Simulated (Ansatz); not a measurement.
## Calculated with Ansatz: Cd₄Sn, settings compared

Input:

```yaml
crystal:
  lattice:
    - [5.262522, 0.0, 0.0]
    - [0.0, 5.262522, 0.0]
    - [0.0, 0.0, 5.262522]
  atoms:
    - { symbol: Sn, position: [0.0, 0.0, 0.0] }
    - { symbol: Cd, position: [0.25, 0.25, 0.25] }
    - { symbol: Cd, position: [0.75, 0.75, 0.25] }
    - { symbol: Cd, position: [0.25, 0.75, 0.75] }
    - { symbol: Cd, position: [0.75, 0.25, 0.75] }
  symmetry: { tolerance: 0.0003 }
kpoints:
  mp_grid: { grid: [4, 4, 4], shift: [0, 0, 0] }
magnetization:
  spin_polarized: false
scf:
  occupations: { method: fermi_dirac }
hamiltonian:
  pseudopotentials: { kind: paw }
  xc: pbe
basis:
  ecutwfc: 420
output:
  forces: true
  stress: true
  eigenvalues: true
relax:
  max_steps: 40
  cell: {}
```

The command:

```bash
ansatz run input.yaml --threads 1 --pin off --max-ram 2560MiB --backend cpu --events-out ev --progress --plain --runs-dir out
```

Origin of the cell: a known structure type with other elements, at an estimated volume, so it need not be a known compound.

The smearing width isn't typed, so it takes its default of 0.1 eV.

Output of this run (shortened):

```
Pseudopotentials: kind: paw
Pseudopotential: Sn, paw, valence charge 14, recommended cutoff 420 eV (normal), Sn.paw.azcp
Pseudopotential: Cd, paw, valence charge 20, recommended cutoff 420 eV (normal), Cd.paw.azcp
Functional definition: PBE
  exchange = pbe_x(kappa = kappa, mu = beta*pi^2/3)
  correlation = pbe_c(beta = beta)
Crystal: 5 atoms, lattice volume = 145.741 Å³
Basis set: ecut = 420 eV, 2897 PW (Γ), exchange–correlation on 72×72×72 points (8 copies of the dense FFT grid, shifted against one another)
Bands: 57, of which v1, the nominal top of the filled ones, is band 47 counted from 1 (46 counted from 0)
Symmetry: 24 space group operations
Space group: P-43m (ITA 215), of the structure as read, at distance tolerance 1.6e-3 Å
k-points: 10 of 64 (time reversal used)
[… 4 lines left out …]
Initial density: superposition of atomic densities (neutral atoms: chi_scale 0, normalization atom), corrected by the library's trained network
Functional: x = pbe(κ = 0.804, μ = 0.219515), c = pbe(β = 0.066725)
SCF iter   1: F=—  HF=-39035.505736 eV  Δρ=2.68e-3  dr2=3.50e-2  defer=11
SCF iter   2: F=—  HF=-39035.503310 eV  Δρ=1.93e-3  dr2=2.12e-2  defer=12
SCF iter   3: F=—  HF=-39035.498446 eV  Δρ=7.86e-4  dr2=2.89e-3  defer=12
SCF iter   4: F=—  HF=-39035.497879 eV  Δρ=3.80e-4  dr2=2.13e-4  defer=12
SCF iter   5: F=—  HF=-39035.497902 eV  Δρ=1.41e-4  dr2=5.82e-5  defer=12
SCF iter   6: F=—  HF=-39035.497858 eV  Δρ=4.29e-5  dr2=3.07e-6  defer=12
SCF iter   7: F=—  HF=-39035.497860 eV  Δρ=1.85e-5  dr2=4.35e-7  defer=12
SCF iter   8: F=—  HF=-39035.497860 eV  Δρ=5.69e-6  dr2=1.01e-7
SCF iter   9: F=-39035.497860 eV  HF=-39035.497860 eV  Δρ=1.84e-6  dr2=1.20e-8
relax step   1: F+E_penalty+E_count = -39035.497860 eV  Δ(F+E_penalty+E_count) = +0.000e0 eV  max|allowed force component| = 4.102e0 eV/Å  Δτ_max = 0.0000 Å  P = +17.989 GPa  Ω = 145.741 Å³ […]
relax step   2: F+E_penalty+E_count = -39039.592684 eV  Δ(F+E_penalty+E_count) = -4.095e0 eV  max|allowed force component| = 1.710e0 eV/Å  Δτ_max = 0.1949 Å  P = +5.014 GPa  Ω = 150.875 Å³  e […]
relax step   3: F+E_penalty+E_count = -39040.920516 eV  Δ(F+E_penalty+E_count) = -1.328e0 eV  max|allowed force component| = 6.317e-1 eV/Å  Δτ_max = 0.1944 Å  P = +3.235 GPa  Ω = 139.000 Å³ […]
relax step   4: F+E_penalty+E_count = -39041.110872 eV  Δ(F+E_penalty+E_count) = -1.904e-1 eV  max|allowed force component| = 3.249e-2 eV/Å  Δτ_max = 0.0773 Å  P = +2.356 GPa  Ω = 139.844 Å³ […]
relax step   5: F+E_penalty+E_count = -39041.173686 eV  Δ(F+E_penalty+E_count) = -6.281e-2 eV  max|allowed force component| = 4.163e-2 eV/Å  Δτ_max = 0.0029 Å  P = +0.498 GPa  Ω = 147.638 Å³ […]
relax step   6: F+E_penalty+E_count = -39041.177478 eV  Δ(F+E_penalty+E_count) = -3.792e-3 eV  max|allowed force component| = 5.261e-3 eV/Å  Δτ_max = 0.0051 Å  P = +0.072 GPa  Ω = 149.833 Å³ […]
relax step   7: F+E_penalty+E_count = -39041.177429 eV  Δ(F+E_penalty+E_count) = +4.940e-5 eV  max|allowed force component| = 1.515e-4 eV/Å  Δτ_max = 0.0008 Å  P = +0.003 GPa  Ω = 150.209 Å³ […]
relax step   8: F+E_penalty+E_count = -39041.178745 eV  Δ(F+E_penalty+E_count) = -1.316e-3 eV  max|allowed force component| = 6.225e-5 eV/Å  Δτ_max = 0.0000 Å  P = -0.021 GPa  Ω = 150.209 Å³  stress off target by 2.09e-2 GPa […]
SCF 8 converged in 7 iterations: F = -39041.178745 eV  dr2 = 1.71e-12
basis re-selected at this cell: Δ(F+E_penalty+E_count) = -1.316e-3 eV, ΔP = -0.024 GPa vs the last step (what re-selecting the basis moved, of the pressure what is left beyond the Pulay corre […]
SCF converged after 7 iterations
Free energy (F): -39041.178745 eV
Harris-Foulkes:  -39041.178745 eV  (|F-HF|=0.00e0)
Internal energy: -39041.112246 eV  (E = F + TS)
E sigma→0 (E₀):  -39041.145495 eV
Entropy (-TS):   -0.066499 eV (-13.300 meV/atom)
Fermi energy:    9.349617 eV
--- Per-component energies (eV) ---
  E_band       = -2079.171811
  E_kinetic    = 2204.360943
  E_local      = -15656.165811  (includes V_loc(G=0)·N_el)
  E_nonlocal   = 95.399282
  E_hartree    = 7384.415997
  E_xc         = -1088.120705
  E_vxc        = -980.559965  (∫ρ·V_xc dr)
  E_paw        = -20465.631412  (= ΣΔE_a)
  E_vpaw       = -2511.038401  (= ΣTr[D̂ρ^β])
  E_aug_tail   = 0.000054  (compensation charges beyond the density's cutoff)
  E_ewald      = -11515.370594
  E_smearing   = -0.066499  (= −TS)
  Σ components = -39041.178745   (vs F -39041.178745, Δ=0.00e0)
--- Forces (eV/Å), atoms counted from 1 ---
  atom   1  Sn    -0.000000     0.000000     0.000000
  atom   2  Cd     0.000062     0.000062     0.000062
  atom   3  Cd    -0.000062    -0.000062     0.000062
  atom   4  Cd     0.000062    -0.000062    -0.000062
  atom   5  Cd    -0.000062     0.000062    -0.000062
  max |Σ_I F_I| component: 1.16e-16 eV/Å
--- Stress (GPa, compression-positive) ---
       -0.020883      -0.000000      -0.000000
       -0.000000      -0.020883      -0.000000
       -0.000000      -0.000000      -0.020883
  P = ⅓ Tr σ = -0.0209 GPa (-0.209 kbar)
--- Relaxed structure (7 steps of the walk, 7 accepted, 1 SCFs on fresh bases) ---
  F+E_penalty+E_count = -39041.178745 eV   max|allowed force component| = 6.225e-5 eV/Å   (the final SCF, on the basis selected at the relaxed cell)
  cell:  # Å, volume = 150.2086 Å³
    - [5.315755, 0.0, 0.0]
    - [0.0, 5.315755, 0.0]
    - [0.0, 0.0, 5.315755]
  atoms:
    - { symbol: Sn, position: [-3.485e-18, -3.642e-18, 1.030e-18] }
    - { symbol: Cd, position: [0.301523, 0.301523, 0.301523] }
    - { symbol: Cd, position: [0.698477, 0.698477, 0.301523] }
    - { symbol: Cd, position: [0.301523, 0.698477, 0.698477] }
    - { symbol: Cd, position: [0.698477, 0.301523, 0.698477] }
```

The same input was run again with these changes:

1. `scf.convergence.dr2_threshold` default → 1.0e-11; `basis.ecutrho_ratio` default → 4
2. `basis.ecutwfc` 420 → "40.4 Ry"
3. `hamiltonian.pseudopotentials` { kind: paw } → { kind: nc, accuracy: standard }; `scf.initial_density.chi_scale` default → 0.0
4. `hamiltonian.pseudopotentials` { kind: paw } → { kind: nc, accuracy: standard }

| run | end | SCF iterations | volume (Å³/atom) | max force component (eV/Å) | moment (μB) | ΔE(σ→0) (meV/atom) |
| --- | --- | --- | --- | --- | --- | --- |
| base | converged | 52 | 30.04 | 0.000 | – | 0 |
| 1 | converged | 83 | 30.04 | 0.000 | – | 0.00 |
| 2 | converged | 49 | 30.01 | 0.000 | – | -1.73 |
| 3 | converged | 200 | 27.81 | 0.006 | – | – |
| 4 | converged | 205 | 27.82 | 0.000 | – | – |

Energies are compared only where functional, datasets, charge and starting cell are the same.

Caveats of the base run: the relaxation held the start's symmetry, so the end may be a saddle point.

Run 3: the cutoff lies below the datasets' advice; the k mesh is coarse if the cell is a metal.
Run 4: the cutoff lies below the datasets' advice; the k mesh is coarse if the cell is a metal.

The base run took 18 s on 1 thread of AMD EPYC 9R45 96-Core Processor (Zen 5), on a shared host, peak memory 0.45 GiB, from the program's own first density.
